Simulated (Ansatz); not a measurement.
The following input was run with Ansatz 0.2.0.

```yaml
crystal:
  lattice:
    - [2.4558472513, 0.0, 0.0]
    - [-1.2279236257, 2.1268261075, 0.0]
    - [0.0, 0.0, 44.3970669738]
  atoms:
    - { symbol: C, position: [0.0, 0.0, 0.1689300783] }
    - { symbol: C, position: [0.6666666667, 0.3333333333, 0.1689340207] }
    - { symbol: C, position: [0.6666666667, 0.3333333333, 0.2481859193] }
    - { symbol: C, position: [0.3333333333, 0.6666666667, 0.2481876363] }
    - { symbol: C, position: [0.6666666667, 0.3333333333, 0.3276758175] }
    - { symbol: C, position: [0.0, 0.0, 0.3276741005] }
    - { symbol: C, position: [0.3333333333, 0.6666666667, 0.4069316585] }
    - { symbol: C, position: [0.6666666667, 0.3333333333, 0.4069277161] }
    - { symbol: C, position: [0.6666666667, 0.3333333333, 0.5930683415] }
    - { symbol: C, position: [0.3333333333, 0.6666666667, 0.5930722839] }
    - { symbol: C, position: [0.3333333333, 0.6666666667, 0.6723241825] }
    - { symbol: C, position: [0.0, 0.0, 0.6723258995] }
    - { symbol: C, position: [0.6666666667, 0.3333333333, 0.7518123637] }
    - { symbol: C, position: [0.3333333333, 0.6666666667, 0.7518140807] }
    - { symbol: C, position: [0.0, 0.0, 0.8310699217] }
    - { symbol: C, position: [0.3333333333, 0.6666666667, 0.8310659793] }
basis:
  ecutwfc: 500
kpoints:
  mp_grid: { grid: [15, 15, 1] }
hamiltonian:
  xc: r2scan
scf:
  occupations: { method: gaussian, width: 0.1 }
output:
  forces: true
  eigenvalues: true
  write_density: true
  write_potential: true
  elf: true
  volumetric_format: npy
relax:
  adjacent_minimum: "off"
  f_tol: 0.02
  max_steps: 60
efield:
  axis: 3
  dipole_correction: true
  ramp_width: 0.04
```

Command:
```bash
ansatz run input.yaml --threads 2 --pin off --max-ram 5120MiB --backend cpu --events-out ev --progress --plain --runs-dir out
```

Method: DFT r2SCAN, scalar-relativistic, plane waves, PAW in Ansatz 0.2.0.

Part of what the program printed, abridged (iterations and final results):

```
SCF iter   1: F=—  HF=-4026.300573 eV  |F-HF|=—  |Δ(HF+E_count)|=         —  Δρ=6.06e-3  dr2=2.56e-2  dr2_τ=3.31e0  ethr=1.77e-3  p=0.000 e·Å  D=1.25e-13 V/Å  ΔV_dip= 0.00 eV  dr2_dipole=2.37e-8  V_vac-E_F(+/−)=4.34/4.34 eV  ⟨swp⟩=15.4  Hψ=10093  notcnv=0  defer=54
efield: sawtooth ramp at fractional position 0.9800 (placed from the atoms, in the widest stretch of the axis that holds none; the zero of the levels goes with the place), width 0.0400; the density the first Hamiltonian is built on has a dipole p = 0.000 e·Å; the dipole correction subtracts the counter field D = 1.25e-13 V/Å, which shifts the + side's vacuum level by  0.00 eV against the − side's; the planar-averaged density in the ramp window peaks in size at 8.5e-5 e/Å³
SCF iter   2: F=—  HF=-4026.613461 eV  |F-HF|=—  |Δ(HF+E_count)|=   3.13e-1  Δρ=1.20e-3  dr2=4.01e-3  dr2_τ=1.27e-4  ethr=4.00e-5  p=0.000 e·Å  D=1.49e-5 V/Å  ΔV_dip= 0.00 eV  dr2_dipole=2.46e-8  V_vac-E_F(+/−)=4.23/4.23 eV  ⟨swp⟩=2.4  Hψ=2637  notcnv=0  defer=224
SCF iter   3: F=—  HF=-4026.614294 eV  |F-HF|=—  |Δ(HF+E_count)|=   8.33e-4  Δρ=8.48e-4  dr2=4.60e-3  dr2_τ=1.41e-4  ethr=6.27e-6  p= 0.000 e·Å  D=-8.77e-6 V/Å  ΔV_dip=0.00 eV  dr2_dipole=6.98e-14  V_vac-E_F(+/−)=4.34/4.34 eV  ⟨swp⟩=2.3  Hψ=2128  notcnv=0  defer=224
SCF iter   4: F=—  HF=-4026.613032 eV  |F-HF|=—  |Δ(HF+E_count)|=   1.26e-3  Δρ=1.02e-4  dr2=1.20e-5  dr2_τ=1.27e-6  ethr=6.27e-6  p=0.000 e·Å  D=5.60e-7 V/Å  ΔV_dip= 0.00 eV  dr2_dipole=2.03e-10  V_vac-E_F(+/−)=4.28/4.28 eV  ⟨swp⟩=2.1  Hψ=1667  notcnv=0  defer=224
SCF iter   5: F=-4026.613043 eV  HF=-4026.613044 eV  |F-HF|=6.77e-7  |Δ(HF+E_count)|=   1.18e-5  Δρ=3.56e-5  dr2=2.63e-6  dr2_τ=2.29e-7  ethr=1.88e-8  p=0.000 e·Å  D=6.66e-7 V/Å  ΔV_dip= 0.00 eV  dr2_dipole=3.07e-11  V_vac-E_F(+/−)=4.28/4.28 eV  ⟨swp⟩=2.0  Hψ=2011  notcnv=0  defer=224
SCF iter   6: F=-4026.613044 eV  HF=-4026.613044 eV  |F-HF|=3.06e-8  |Δ(HF+E_count)|=   3.86e-7  Δρ=1.17e-5  dr2=2.28e-7  dr2_τ=4.42e-8  ethr=4.11e-9  p= 0.000 e·Å  D=-4.19e-8 V/Å  ΔV_dip=0.00 eV  dr2_dipole=9.99e-12  V_vac-E_F(+/−)=4.28/4.28 eV  ⟨swp⟩=46.0  Hψ=15429  notcnv=0
SCF 1 converged in 6 iterations: F = -4026.613044 eV  dr2 = 2.28e-7
relax step   1: F+E_penalty+E_count = -4026.61304410 eV  Δ(F+E_penalty+E_count) = +0.000e0 eV  max|allowed force component| = 1.870e-3 eV/Å  Δτ_max = 0.0000 Å  (6 SCF iters, dr2 threshold 1.00e-5 eV, accepted)
Initial density: handed on by an earlier stage of this run
Initial wavefunctions: those handed on with the density
SCF iter   1: F=—  HF=-4026.613044 eV  |F-HF|=—  |Δ(HF+E_count)|=         —  Δρ=1.17e-5  dr2=2.28e-7  dr2_τ=4.43e-8  ethr=3.57e-10  p= 0.000 e·Å  D=-4.19e-8 V/Å  ΔV_dip=0.00 eV  dr2_dipole=7.54e-13  V_vac-E_F(+/−)=4.28/4.28 eV  ⟨swp⟩=1.0  Hψ=3240  notcnv=0
efield: sawtooth ramp at fractional position 0.9800 (handed on by an earlier solve), width 0.0400; the density the first Hamiltonian is built on has a dipole p =  0.000 e·Å; the dipole correction subtracts the counter field D = -4.19e-8 V/Å, which shifts the + side's vacuum level by +0.00 eV against the − side's; the planar-averaged density in the ramp window peaks in size at 4.1e-8 e/Å³
SCF iter   2: F=—  HF=-4026.613044 eV  |F-HF|=—  |Δ(HF+E_count)|=   1.17e-7  Δρ=6.72e-6  dr2=1.52e-7  dr2_τ=1.09e-8  ethr=3.56e-10  p=0.000 e·Å  D=1.12e-7 V/Å  ΔV_dip= 0.00 eV  dr2_dipole=4.12e-12  V_vac-E_F(+/−)=4.28/4.28 eV  ⟨swp⟩=2.0  Hψ=1940  notcnv=0
SCF iter   3: F=-4026.613044 eV  HF=-4026.613044 eV  |F-HF|=1.38e-8  |Δ(HF+E_count)|=   4.60e-8  Δρ=2.27e-6  dr2=1.37e-8  dr2_τ=1.29e-9  ethr=1.56e-10  p= 0.000 e·Å  D=-1.24e-8 V/Å  ΔV_dip=0.00 eV  dr2_dipole=8.10e-12  V_vac-E_F(+/−)=4.28/4.28 eV  ⟨swp⟩=11.3  Hψ=9298  notcnv=0
SCF 2 converged in 3 iterations: F = -4026.613044 eV  dr2 = 1.37e-8
relax step   2: F+E_penalty+E_count = -4026.61304419 eV  Δ(F+E_penalty+E_count) = -8.837e-8 eV  max|allowed force component| = 1.844e-3 eV/Å  Δτ_max = 0.0000 Å  (3 SCF iters, accepted)
SCF iter   1: F=—  HF=-4026.613044 eV  |F-HF|=—  |Δ(HF+E_count)|=         —  Δρ=2.27e-6  dr2=1.37e-8  dr2_τ=1.29e-9  ethr=2.14e-11  p= 0.000 e·Å  D=-1.24e-8 V/Å  ΔV_dip=0.00 eV  dr2_dipole=8.08e-12  V_vac-E_F(+/−)=4.28/4.28 eV  ⟨swp⟩=1.0  Hψ=4018  notcnv=0
efield: sawtooth ramp at fractional position 0.9800 (kept from the solve that this one continues, or follows in the run), width 0.0400; the density the first Hamiltonian is built on has a dipole p =  0.000 e·Å; the dipole correction subtracts the counter field D = -1.24e-8 V/Å, which shifts the + side's vacuum level by +0.00 eV against the − side's; the planar-averaged density in the ramp window peaks in size at 2.3e-8 e/Å³
SCF iter   2: F=-4026.613044 eV  HF=-4026.613044 eV  |F-HF|=1.69e-8  |Δ(HF+E_count)|=   1.33e-9  Δρ=2.68e-6  dr2=2.28e-8  dr2_τ=1.59e-9  ethr=2.14e-11  p=0.000 e·Å  D=4.15e-8 V/Å  ΔV_dip= 0.00 eV  dr2_dipole=9.67e-15  V_vac-E_F(+/−)=4.28/4.28 eV  ⟨swp⟩=10.5  Hψ=8667  notcnv=0
SCF 3 converged in 2 iterations: F = -4026.613044 eV  dr2 = 2.28e-8
WARN: The output density's exchange-correlation potential varies sharply where the density is thin. Do not read a vacuum level from v_tot or v_xc, or from such a field of the output density. On a cell that repeats whose density bears no net charge and no dipole along the vacuum's axis use v_es (v_loc + v_h of the components); under efield.dipole_correction with no amplitude use v_es + v_field, which holds any external_charges[].barrier, or the levels of the report's work_function block, which leave it out; under a non-zero efield.amplitude the vacuum is tilted and has no level; on a cell that repeats and bears such a dipole with no correction it is tilted too, and efield.dipole_correction wi ...
SCF converged after 2 iterations
Free energy (F): -4026.613044 eV
Harris-Foulkes:  -4026.613044 eV  (|F-HF|=1.69e-8)
Internal energy: -4026.608916 eV  (E = F + TS)
E sigma→0 (E₀):  -4026.610980 eV
Entropy (-TS):   -0.004129 eV (-0.258 meV/atom)
Fermi energy:    2.565344 eV
Dipole field:    D =  0.000000 V/Å  (p =  0.000000 e·Å, saw-weighted, corrected)
Work function:   Φ+ = 4.2804 eV   Φ− = 4.2804 eV
Levels:          The Fermi level and band energies are counted from a zero that moves with the ramp; work functions are not
--- Per-component energies (eV) ---
  E_band       = -461.158977
  E_kinetic    = 1453.908753
  E_local      = -30873.549152  (includes V_loc(G=0)·N_el)
  E_nonlocal   = 431.201652
  E_hartree    = 14811.517521
  E_xc         = -755.300807
  E_vxc        = -1046.497110  (∫ρ·V_xc dr)
  E_paw        = -1614.071712  (= ΣΔE_a)
  E_vpaw       = -108.071942  (= ΣTr[D̂ρ^β])
  E_aug_tail   = 0.000085  (compensation charges beyond the density's cutoff)
  E_vtau       = 58.802766  (kinetic-family band-sum trace: ∫τ·v_τ [+ j·A + Jᵃ·Aᵃ] dr)
  E_efield     = 0.000000  (sawtooth field / dipole correction)
  E_vefield    = 0.000000  (∫n·V_field dr)
  E_ewald      = 12520.081124
  E_core_change = -0.396380  (= ΣΔE_core)
  E_smearing   = -0.004129  (= −TS)
--- Forces (eV/Å), atoms counted from 1 ---
  atom   1  C      0.00000000     0.00000000     0.00006378
  atom   2  C      0.00000000     0.00000000     0.00157568
  atom   3  C      0.00000000     0.00000000    -0.00183238
  atom   4  C      0.00000000     0.00000000     0.00036046
  atom   5  C      0.00000000     0.00000000     0.00182734
  atom   6  C      0.00000000     0.00000000    -0.00035193
  atom   7  C      0.00000000     0.00000000    -0.00006840
  atom   8  C      0.00000000     0.00000000    -0.00158243
  atom   9  C      0.00000000     0.00000000     0.00006828
  atom  10  C      0.00000000     0.00000000     0.00158231
  atom  11  C      0.00000000     0.00000000    -0.00182723
  atom  12  C      0.00000000     0.00000000     0.00035204
  atom  13  C      0.00000000     0.00000000    -0.00036080
  atom  14  C      0.00000000     0.00000000     0.00183208
  atom  15  C      0.00000000     0.00000000    -0.00006328
  atom  16  C      0.00000000     0.00000000    -0.00157522
--- Band table (eV; the first three rows and the last of 27) ---
  k-point 0: bands = ["-18.3647", "-18.3647", "-18.3217", "-18.3217", "-18.2579", "-18.2579", "-18.2020", "-18.2020", "-6.1665", "-6.1665", "-5.8159", "-5.8159", "-5.3308", "-5.3307", "-4.9062", "-4.9061", "-0.6800", "-0.6800", "-0.6800", "-0.6800", "-0.6797", "-0.6797", "-0.6797", "-0.6797", "-0.6692", "-0.6692", "-0.6692", "-0.6692", "-0.6639", "-0.6639", "-0.6639", "-0.6639", "6.1512", "6.3922", "6.4110", "6.8581", "7.1884", "7.7010", "7.7143", "8.6947", "8.8687", "9.6687", "10.2619", "11.2075", "11.2716", "11.3176", "11.3176", "11.3176"]
  k-point 1: bands = ["-18.2525", "-18.2525", "-18.2099", "-18.2099", "-18.1465", "-18.1465", "-18.0909", "-18.0909", "-6.0308", "-6.0308", "-5.6815", "-5.6814", "-5.1982", "-5.1981", "-4.7755", "-4.7755", "-1.1394", "-1.1394", "-1.1384", "-1.1384", "-1.1276", "-1.1276", "-1.1197", "-1.1197", "-0.9185", "-0.9185", "-0.9178", "-0.9178", "-0.9071", "-0.9071", "-0.9000", "-0.9000", "6.2952", "6.5365", "6.5534", "6.9981", "7.3289", "7.8416", "7.8521", "8.8338", "9.0009", "9.8002", "10.3907", "11.2742", "11.3283", "11.3697", "11.3820", "11.3995"]
  k-point 2: bands = ["-17.9169", "-17.9169", "-17.8752", "-17.8751", "-17.8130", "-17.8130", "-17.7585", "-17.7584", "-5.6258", "-5.6257", "-5.2803", "-5.2802", "-4.8029", "-4.8028", "-4.3859", "-4.3859", "-2.3576", "-2.3576", "-2.3540", "-2.3540", "-2.3406", "-2.3406", "-2.3281", "-2.3281", "-1.5219", "-1.5219", "-1.5203", "-1.5203", "-1.5088", "-1.5088", "-1.4994", "-1.4994", "6.7273", "6.9695", "6.9808", "7.4183", "7.7502", "8.2637", "8.2651", "9.2499", "9.3962", "10.1922", "10.7657", "11.3485", "11.3561", "11.3750", "11.4291", "11.4410"]
  k-point 26: bands = ["-11.0046", "-11.0046", "-10.9790", "-10.9790", "-10.9608", "-10.9608", "-10.9607", "-10.9607", "-10.9482", "-10.9482", "-10.9482", "-10.9482", "-10.9387", "-10.9387", "-10.9026", "-10.9026", "-8.6143", "-8.6143", "-8.6143", "-8.6143", "-8.6027", "-8.6027", "-8.6027", "-8.6027", "2.1600", "2.1600", "2.4065", "2.4065", "2.5595", "2.5595", "2.5595", "2.5595", "2.5707", "2.5707", "2.5707", "2.5707", "2.7393", "2.7393", "3.0184", "3.0184", "13.3359", "13.3387", "13.3387", "13.3413", "13.7512", "13.7596", "13.7596", "13.7675"]
--- Relaxed structure (2 steps of the walk, 2 accepted, 0 SCFs on fresh bases) ---
  F+E_penalty+E_count = -4026.61304419 eV   max|allowed force component| = 1.844e-3 eV/Å
  atoms:
    - { symbol: C, position: [0.0, 0.0, 0.1689300783] }
    - { symbol: C, position: [0.66666666, 0.33333333, 0.1689340207] }
    - { symbol: C, position: [0.66666666, 0.33333333, 0.2481859193] }
    - { symbol: C, position: [0.33333333, 0.66666666, 0.2481876363] }
    - { symbol: C, position: [0.66666666, 0.33333333, 0.3276758175] }
    - { symbol: C, position: [0.0, 0.0, 0.3276741005] }
    - { symbol: C, position: [0.33333333, 0.66666666, 0.4069316585] }
    - { symbol: C, position: [0.66666666, 0.33333333, 0.40692771] }
    - { symbol: C, position: [0.66666666, 0.33333333, 0.5930683415] }
    - { symbol: C, position: [0.33333333, 0.66666666, 0.5930722839] }
    - { symbol: C, position: [0.33333333, 0.66666666, 0.6723241825] }
    - { symbol: C, position: [0.0, 0.0, 0.6723258995] }
    - { symbol: C, position: [0.66666666, 0.33333333, 0.7518123637] }
    - { symbol: C, position: [0.33333333, 0.66666666, 0.7518140807] }
    - { symbol: C, position: [0.0, 0.0, 0.8310699217] }
    - { symbol: C, position: [0.33333333, 0.66666666, 0.83106597] }
```

The relaxation met its thresholds.

It took 94 s on 2 threads of Arm Neoverse V1, with other jobs on the host, peak memory 1 GiB.